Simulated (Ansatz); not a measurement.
Phonons of CdSe (zinc blende) at Γ, L = (0.5, 0.0, 0.0), X = (0.5, 0.5, 0.0).

CdSe (zinc blende)

```
CELL_PARAMETERS angstrom
      0.00000     3.09814     3.09814
      3.09814     0.00000     3.09814
      3.09814     3.09814     0.00000
ATOMIC_POSITIONS crystal
  Se 0.75000 0.75000 0.75000
  Cd 0.00000 0.00000 0.00000
```

Method: PBE (plane waves to 420 eV, PAW, scalar-relativistic; Ansatz, an electronic-structure program). Harmonic phonons by density-functional perturbation theory on a 10×10×10 k mesh, in cm⁻¹; i marks imaginary ones, q is in fractions of the reciprocal vectors of the cell shown, and the three acoustic modes at Γ are left out. The non-analytic (LO-TO) term is not included, so polar modes at Γ have their transverse values. CdSe was relaxed with its symmetry unable to fall.

| q | wavenumbers (cm⁻¹) |
|---|---|
| Γ | 154 (×3) |
| L = (0.5, 0.0, 0.0) | 35 (×2), 118, 160 (×2), 173 |
| X = (0.5, 0.5, 0.0) | 43 (×2), 133, 163, 169 (×2) |

The structure shows no imaginary mode at these points (lowest 35 cm⁻¹ at L = (0.5, 0.0, 0.0)); other wave vectors were not tested.

Highest mode: 173 cm⁻¹ at L = (0.5, 0.0, 0.0).
